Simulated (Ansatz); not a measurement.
LaAl2Si2 in space group P-3m1 (No. 164; La on 1a, Al on 2d, Si on 2d), the program Ansatz at the PBE level (PAW), all energies at zero smearing, with the estimated change up to a 700 eV cutoff added, with one set of potentials and settings (totals compare only within such a set). Cell of 5 atoms (1 La, 2 Al, 2 Si): -8599.018 eV.

| element | reference phase | E (eV/atom) |
|---|---|---|
| La | P6_3/mmc, 4 atoms in the cell | -6250.3045 |
| Al | Fm-3m, 1 atoms in the cell | -537.5055 |
| Si | Fd-3m, 2 atoms in the cell | -635.8114 |

Formation energy per atom, worked out: (-8599.018 − 1×(-6250.3045) − 2×(-537.5055) − 2×(-635.8114))/5 = -0.416 eV/atom (-40 kJ per mol of atoms), at 0 K, without zero-point energy or fitted corrections.

The workflow started from a Materials Project entry (that database holds measured and hypothetical structures alike); the Crystallography Open Database copy checked does not list it. Its standing as an ambient phase is unchecked. The cell was relaxed with PBE under the symmetry of its start; its stability against distortions is not shown here. The references are the lowest solids computed at this level, not always the standard phases. Spin–orbit coupling is left out wherever it is not named.

Potentials: the earlier of the program's two PAW sets.
